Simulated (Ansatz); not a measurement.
**Relaxing Si (diamond)**

**The experiment.** The Crystallography Open Database holds a measured cell of cubic Si (space group Fd-3m), temperature not stated (2009, doi:10.1021/ja903823w): a = 5.431 Å, 20.02 Å³/atom.

“Enhanced near-infrared absorber: two-step fabricated structured black silicon and its device application”, 2018, pmc:6179974 reports, for a bulk crystal of Si at 300 K: band gap 1.12 eV (indirect).

The results are compared with them further down.

Method: PBE, scalar-relativistic; no spin polarisation; PAW, 420 eV, 14×14×14 k-mesh, Gaussian smearing of 0.05 eV; code Ansatz; PAW files: Ansatz's generated set soft_2.

The first cell, 0 % under the database's volume:

```xyz
2
Lattice="0.0000 2.7150 2.7150 2.7150 0.0000 2.7150 2.7150 2.7150 0.0000" Properties=species:S:1:pos:R:3 pbc="T T T"
Si    2.7150    2.7150    2.7150
Si    4.0725    4.0725    4.0725
```

The runs in order:

| run | level | k-mesh | kind | V (Å³/atom) | P (GPa) | E − E(final) (meV/atom) | gap on the mesh (eV) |
| --- | --- | --- | --- | --- | --- | --- | --- |
| 1 | PBE | 14×14×14 | fixed cell | 20.01 | 2.1 | 2.8 | 0.57 |
| 2 | PBE | 14×14×14 | fixed cell | 20.29 | 0.8 | 0.4 | 0.60 |
| 3 | PBE | 14×14×14 | fixed cell | 20.46 | 0.0 | 0.0 | 0.61 |

Cell and atoms are those of this level's equilibrium.

The final structure (symmetry read at 0.01 Å). It takes space group Fd-3m (No. 227, cubic). The conventional cell has a = 5.470 Å, b = 5.470 Å, c = 5.470 Å, α = 90.00°, β = 90.00°, γ = 90.00°. Si (site symmetry -43m) is surrounded by 4 Si at 2.37 Å. (Neighbours are counted to 15 % beyond the shortest distance.)

```
atom  site  symmetry       x       y       z
  Si    8a      -43m  0.5000  0.0000  0.5000
```

At the final geometry the gap, band path included, is 0.61 eV. 

**Reading the result.**

Within 0.6 eV of the edges the projected states are 99 % Si 3p at the top of the valence band and 66 % Si 3p at the bottom of the conduction band. 

**Against experiment.** PBE gives 5.470 Å and 20.46 Å³/atom, +2.2 % in volume (+0.7 % in length) from the database's cell. PBE usually overestimates volumes by a few per cent. A measured gap of Si is 1.12 eV (indirect; 300 K; “Enhanced near-infrared absorber: two-step fabricated structured black silicon and its device application”, 2018, pmc:6179974); the calculated 0.61 eV misses it by -0.51 eV. Kohn–Sham gaps of semilocal functionals mostly fall below measured ones. Temperature and excitons aren't in the calculation.

Kohn–Sham gaps of semilocal functionals lie under measured ones, often by a third or more.
